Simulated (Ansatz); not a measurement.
BeSe:
```
CELL_PARAMETERS angstrom
      3.45440     0.00000     0.00000
     -1.72720     2.99160     0.00000
      0.00000     0.00000     5.45717
ATOMIC_POSITIONS crystal
  Be 0.00000 0.00000 0.00000
  Be 0.00000 0.00000 0.50000
  Se 0.66667 0.33333 0.75000
  Se 0.33333 0.66667 0.25000
```

Relaxed with LDA. Special points in fractions of this cell's reciprocal vectors: Γ (0.000, 0.000, 0.000); M (0.500, 0.000, 0.000); K (0.333, 0.333, 0.000); A (0.000, 0.000, 0.500); L (0.500, 0.000, 0.500); H (0.333, 0.333, 0.500).

Task: List the band energies nearest the valence-band maximum at these points for LDA in the plane-wave PAW code Ansatz.

Result: In eV from the valence-band maximum; about four levels below and three above (degenerate sets whole), none deeper than 8.9 eV; points with the same levels are listed once.

```csv
k,below,above
Γ,-1.01 -1.01 -0.89 -0.89 0.00,2.43 3.22 5.14 5.14
M,-5.17 -3.76 -3.01 -0.70,2.36 2.92 3.10
K,-4.67 -4.67 -3.97 -3.97,0.49 7.23 7.23
A,-0.86 -0.86 -0.86 -0.86,3.15 3.15 4.35 4.35 4.35 4.35
L,-2.69 -2.69 -2.49 -2.49,2.26 2.26 3.83 3.83
H,-6.29 -6.29 -0.78 -0.78,3.09 3.09 3.52 3.52
```

Space group P6_3/mmc (NiAs type). This is a known high-pressure phase of the composition, computed here at zero pressure and temperature. The LDA relaxation kept the symmetry of its start. At this level the phase is dynamically unstable (imaginary phonons). Scalar-relativistic: spin–orbit coupling is off unless named, which matters more the heavier the elements.

Potentials: the later of the program's two PAW sets.
